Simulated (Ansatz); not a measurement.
## AgCl (rock salt), energy over volume and axial ratio

AgCl (rock salt), conventional cell a = b = c = 5.447 Å, α = β = γ = 90.00°. The calculation uses the primitive cell of 2 atoms, to which meshes and values per cell refer.

The relaxed cell is deformed in two ways at once: its volume V is scaled, and at that volume it is stretched along z (the c axis of the conventional cell) so that c/a changes. Fractional atomic positions are held.

Calculation: PBEsol (plane waves to 420 eV, PAW, scalar-relativistic; Ansatz, a quantum-chemistry and plane-wave program). k mesh 10×10×10 (Γ-centred), Fermi-Dirac smearing 0.05 eV. Energies are smeared free energies. Stress and pressure are positive under compression. AgCl was relaxed with its symmetry unable to fall. The zero of ΔE is the relaxed starting cell.

ΔE (kJ/mol of atoms), with V/V₀ across and (c/a)/(c/a)₀ down:

| (c/a)/(c/a)₀ \ V/V₀ | 0.960 | 0.973 | 0.987 | 1.000 | 1.013 | 1.027 | 1.040 |
|---|---|---|---|---|---|---|---|
| 0.880 | 3.97 | 3.28 | 2.75 | 2.38 | 2.14 | 2.02 | 2.02 |
| 0.920 | 1.94 | 1.46 | 1.12 | 0.93 | 0.86 | 0.92 | 1.08 |
| 0.960 | 0.91 | 0.54 | 0.31 | 0.21 | 0.24 | 0.39 | 0.63 |
| 1.000 | 0.60 | 0.26 | 0.06 | 0.00 | 0.06 | 0.23 | 0.51 |
| 1.040 | 0.88 | 0.51 | 0.29 | 0.19 | 0.23 | 0.37 | 0.62 |
| 1.080 | 1.71 | 1.25 | 0.94 | 0.77 | 0.72 | 0.80 | 0.98 |
| 1.120 | 3.06 | 2.46 | 2.02 | 1.73 | 1.56 | 1.53 | 1.60 |

σzz − σxx (GPa), with V/V₀ across and (c/a)/(c/a)₀ down:

```
(c/a)/(c/a)₀ \ V/V₀  0.960  0.973  0.987  1.000  1.013  1.027  1.040
-------------------  -----  -----  -----  -----  -----  -----  -----
0.880                 7.52   6.71   5.95   5.24   4.58   3.96   3.38
0.920                 4.33   3.83   3.36   2.92   2.51   2.13   1.78
0.960                 1.97   1.73   1.51   1.30   1.11   0.93   0.76
1.000                 0.00   0.00   0.00   0.00   0.00   0.00   0.00
1.040                -1.86  -1.63  -1.42  -1.23  -1.05  -0.88  -0.72
1.080                -3.77  -3.33  -2.92  -2.54  -2.18  -1.85  -1.54
1.120                -5.84  -5.19  -4.58  -4.01  -3.48  -2.99  -2.53
```

Key numbers:

| Item | Result |
|---|---|
| Shear modulus C′ = (C11 − C12)/2 (fit, atoms clamped) | 15.3 GPa |
| Lowest place on the grid | V/V₀ = 1.000, (c/a)/(c/a)₀ = 1.000 (0.0 meV/atom) |
| Highest place on the grid | V/V₀ = 0.960, (c/a)/(c/a)₀ = 0.880 (41.1 meV/atom) |

The 49 points together took very roughly 3.0 core-minutes.

(Under strain, the slope of the energy per volume gives the stress and its curvature an elastic modulus.)
